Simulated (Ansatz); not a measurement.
BAs:
```
BAs
1.0
    3.32864     0.00000     0.00000
   -1.66432     2.88269     0.00000
    0.00000     0.00000     5.51322
B As
2 2
Cartesian
  0.00000   1.92179   2.06487
  1.66432   0.96090   4.82148
  0.00000   1.92179   0.00259
  1.66432   0.96090   2.75919
```

This is the LDA-relaxed structure. Cartesian axes are those of the cell as given.

Question: All from LDA (plane waves, PAW; program Ansatz), unless another level is named. Estimate the formation energy from the elements (no fitted shifts).

Answer: -0.034 eV/atom.

Question: What about the hole effective mass, band 2 of 2 at the edge?

Answer: 0.16 along x, 0.52 along z (mₑ).

Question: What about the smallest direct gap on the standard path?

Answer: 2.31 eV.

Question: Give the band gap.

Answer: 1.05 eV (indirect).

Question: Next, the conduction-band minimum?

Answer: at M (3 equivalent valleys).

Space group P6_3mc (wurtzite). The workflow started from a Materials Project entry (that database holds measured and hypothetical structures alike); the Crystallography Open Database copy checked does not list it. It is not the phase usual at ambient conditions (space group No. 216). The LDA relaxation kept the symmetry of its start; whether a distortion lowers the energy is not shown. The references are the lowest solids computed at this level, not always the standard phases. Scalar-relativistic: spin–orbit coupling is off unless named, which matters more the heavier the elements.

Potentials: the earlier of the program's two PAW sets. The files were generated under PBE; for other functionals the program regenerates the frozen cores, and for LDA and PBEsol the local potential too.
